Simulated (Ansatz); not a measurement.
Input:

Starting cell, BiRh (NiAs type):

```xyz
4
Lattice="4.1112 0.0000 0.0000 -2.0556 3.5604 0.0000 0.0000 0.0000 5.6365" Properties=species:S:1:pos:R:3 pbc="T T T"
Bi     0.0000     2.3736     1.4091
Bi     2.0556     1.1868     4.2274
Rh     0.0000     0.0000     2.8182
Rh     0.0000     0.0000     0.0000
```

Scan: atom 2 (Bi, nearest neighbour Rh at 2.760 Å; its periodic images, 4.1 Å or more away, move with it) is displaced along Cartesian [111], direction (0.577, 0.577, 0.577) in Cartesian axes, by s. The other atoms stay.

The numbers are results of PBEsol (plane waves to 420 eV, PAW, scalar-relativistic; Ansatz, a program for electronic structure), not measurements. k mesh 11×11×7 (Γ-centred), Fermi-Dirac smearing 0.05 eV. E stands for the smeared free energy. With partly filled bands, energies and forces of such displacements shift with the k mesh and the smearing. BiRh is run without spin polarisation. BiRh was relaxed with its symmetry unable to fall. Spin-orbit coupling is left out, though Bi is heavy. The zero of ΔE is the undisplaced structure.

The scan covers s from -0.550 to 0.550 Å in 11 points.

Q: Is the energy the same for displacements of ±0.550 Å, and if not, which side lies higher?

A: Not even: the negative side lies higher at ±0.550 Å. With its periodic images moving along, the atom's site symmetry in this cell is -6m2.

Q: What force acts on the atom along the line at s = -0.550 Å?

A: 8.90 eV/Å.

(A displaced cell: forces are minus the slopes of the energy, force constants its curvatures, and phonons follow from these.)
